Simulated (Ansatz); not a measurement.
Mg$_{2}$CdTe$_{3}$ (P6_3mc) at 2 levels of theory

One geometry, relaxed with PBE; plane waves with PAW potentials in Ansatz, scalar-relativistic. No spin polarisation. Gaps are the least over mesh and band path; pressure is positive in compression.

```
CELL_PARAMETERS angstrom
4.63346 0.00000 0.00000
-2.31673 4.01269 0.00000
0.00000 0.00000 22.64659
ATOMIC_POSITIONS crystal
Mg 0.33333 0.66667 0.66424
Mg 0.33333 0.66667 0.99947
Mg 0.66667 0.33333 0.16424
Mg 0.66667 0.33333 0.49947
Cd 0.33333 0.66667 0.33322
Cd 0.66667 0.33333 0.83322
Te 0.33333 0.66667 0.12422
Te 0.33333 0.66667 0.45976
Te 0.33333 0.66667 0.78909
Te 0.66667 0.33333 0.28909
Te 0.66667 0.33333 0.62422
Te 0.66667 0.33333 0.95976
```

```json
{"level": "PBE", "cutoff (eV)": "420", "k mesh": "6×6×2", "gap (eV)": "1.49", "pressure (GPa)": "0.0"}
```

Question: What comes out on the same cell with r2SCAN?

Answer:
```
 level  cutoff (eV)  k mesh  gap (eV)  pressure (GPa)
r2SCAN          500   6×6×2      2.03            -0.8
```

Spin-orbit coupling matters for the bands of heavy elements and is left out.

The cell was found from a structure generator's guess, not taken from experiment.
